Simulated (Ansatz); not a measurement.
A generator proposed this cell of Be3TeSe2.

```
Be Te Se
1.0
     6.04594    0.00000    0.00000
    -3.02297    5.23594    0.00000
     0.00000    0.00000    3.27183
Be Te Se
3 1 2
Direct
  0.50000 0.00000 0.50000
  0.50000 0.50000 0.50000
  0.00000 0.50000 0.50000
  0.00000 0.00000 0.00000
  0.33333 0.66667 0.00000
  0.66667 0.33333 0.00000
```

These are results of DFT PBE, scalar-relativistic, plane waves, PAW in Ansatz 0.2.0, not measurements. Settings: cutoff 420 eV, Γ-centred mesh 3×3×6 on the computed 6-atom cell, Gaussian smearing of 0.10 eV; no spin polarisation.

Energies over the elements count from the elements' standard structures at the same level, with no fitted energy shifts.

Task: Estimate its pressure, forces and energy as it stands.

Result: The pressure is 0.2 GPa (the mean over three directions, positive in compression), the largest force is 0.00 eV/Å (symmetry fixes the atoms), and the energy is +0.33 eV/atom against the elements. The shortest distance is 2.39 Å.

Task: Is it a good guess?

Result: A good one: relaxing gains under 0.1 eV/atom (the start's value is from the coarse mesh, so the gain is rough) in 6 ionic steps and ends at +0.29 eV/atom on the finer mesh. The symmetry stays P6/mmm (No. 191). The volume per atom grows by 2.4 %, from 17.3 to 17.7 Å³. The shortest distance goes from 2.39 Å (Be–Se) to 2.40 Å (Be–Se). Conventional cell: a = 6.206 Å, c = 3.180 Å. Be has 4 Se at 2.40 Å, 6 Be at 3.10–3.18 Å and 4 Te at 3.49 Å; Te has 2 Te at 3.18 Å, 12 Be at 3.49 Å and 6 Se at 3.58 Å; Se has 6 Be at 2.40 Å, 2 Se at 3.18 Å, 3 Te at 3.58 Å and 3 Se at 3.58 Å.

The last run used a 6×6×12 mesh (in the run's order of axes) for its 6-atom cell and Gaussian smearing of 0.10 eV. These runs have no spin–orbit coupling, which can matter for Te. The reference forms of Se and Te are held partly by dispersion forces, which this level lacks. The relaxation can't lower the symmetry of the start, and the grade says only how near the guess is to its own end. Symmetry constrained the relaxation, so the result can be a saddle point. Another cell of Be3TeSe2 relaxed alike, in P3m1, lies 259 meV/atom lower, so this cell isn't the stable form at this level.
